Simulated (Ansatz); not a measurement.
GaAs:
```xyz
2
Lattice="0.0000 2.6966 2.6966 2.6966 0.0000 2.6966 2.6966 2.6966 0.0000" Properties=species:S:1:pos:R:3 pbc="T T T"
As     0.0000     0.0000     0.0000
Ga     2.6966     2.6966     2.6966
```

This is the PBE-relaxed structure.

Task: All from PBE (plane waves, PAW; program Ansatz), unless another level is named. Estimate the electronic character.

Result: metallic (no gap).

Task: What about the density of states at the Fermi level?

Result: 0.56 states/eV per atom (mean over ±0.08 eV).

Task: Predict the gap with spin–orbit coupling.

Result: none (metallic).

Space group Fm-3m (rock salt). The start of the workflow was typed in or built on a structure type; neither database checked (COD, Materials Project) lists it. It is not the phase usual at ambient conditions (space group No. 216). The cell was relaxed with PBE under the symmetry of its start; whether a distortion lowers the energy is not shown. The volume moved by 18 % from the start of the relaxation. Scalar-relativistic: spin–orbit coupling is off unless named, which matters more the heavier the elements.

Potentials: the later of the program's two PAW sets.
